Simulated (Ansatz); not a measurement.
Single point in Ansatz 0.2.0 with r2SCAN, no spin polarisation. Cutoff 500 eV, PAW datasets, 9×9×9 Γ-centred k mesh, fermi-dirac filling (width 0.1 eV).

Computed maps in the lattice plane spanned by a (left to right, 3.74 Å, 11 points from zero) and b (bottom to top, 3.74 Å, 11 points from zero), 90° apart, at height 0.000 along c. The fields are smooth PAW ones with compensation charges, not the true ones near nuclei.

Valence density. Digits on a logarithmic scale: 0 up to 0.03 e/Å³, each further digit a factor of 1.6, 9 from 1.3 e/Å³ up:
```
99979999799
99667887669
87645555467
99753333579
99853223589
99853223589
99753333579
87645555467
99667887669
99979999799
99989999899
```

ELF. Ten even steps from '0' (0.02) to '9' (0.95):
```
98238778328
32027887202
33202552023
88720000278
37850000587
37850000587
88720000278
33202552023
32027887202
98238778328
99338338339
```

The cell is Sr2CrO4. Which atoms lie within 0.2 Å of this plane, and where (fractions of a and b)?

Cr at (0.00, 0.00), O at (0.50, 0.00), O at (0.00, 0.50). The whole cell:
```yaml
crystal:
  lattice:
    - [0.00000, 3.74338, 0.00000]
    - [3.74338, 0.00000, 0.00000]
    - [1.87169, 1.87169, -6.17604]
  atoms:
    - { symbol: Sr, position: [0.35600, 0.35600, 0.28800] }
    - { symbol: Sr, position: [0.64400, 0.64400, 0.71200] }
    - { symbol: Cr, position: [0.00000, 0.00000, 0.00000] }
    - { symbol: O, position: [0.50000, 0.00000, 0.00000] }
    - { symbol: O, position: [0.00000, 0.50000, 0.00000] }
    - { symbol: O, position: [0.15700, 0.15700, 0.68600] }
    - { symbol: O, position: [0.84300, 0.84300, 0.31400] }
```

Origin: a known structure type with other elements, at an estimated volume, so it need not be a known compound. Caveats: no spin polarisation, so a magnetic state may lie lower.
